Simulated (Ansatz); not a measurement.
Bi:
```cif
data_Bi2
_chemical_formula_sum 'Bi2'
_space_group_name_H-M_alt 'P 1'
_space_group_IT_number 1
_cell_length_a 4.52005
_cell_length_b 4.52005
_cell_length_c 3.25008
_cell_angle_alpha 90.000
_cell_angle_beta 90.000
_cell_angle_gamma 90.000
loop_
_space_group_symop_operation_xyz
  'x, y, z'
loop_
_atom_site_label
_atom_site_type_symbol
_atom_site_fract_x
_atom_site_fract_y
_atom_site_fract_z
_atom_site_occupancy
Bi1 Bi 0.00000 0.50000 0.56311 1
Bi2 Bi 0.50000 0.00000 0.43689 1
```

This is the PBEsol-relaxed structure.

**Question.** All from DFT-PBEsol in the program Ansatz with PAW potentials, unless another level is named. Give the density of states at the Fermi level.

**Answer.** 0.59 states/eV per atom (mean over ±0.08 eV).

**Question.** What about the gap with spin–orbit coupling?

**Answer.** none (metallic).

Space group P4/nmm. The first step of the workflow began from a Materials Project structure, measured or hypothetical; the Crystallography Open Database copy checked does not list it. It is not the phase usual at ambient conditions (space group No. 166). The cell was relaxed with PBEsol under the symmetry of its start; of distortions, only those at the zone centre were tested. Spin–orbit coupling is left out wherever it is not named.

Potentials: the earlier of the program's two PAW sets.
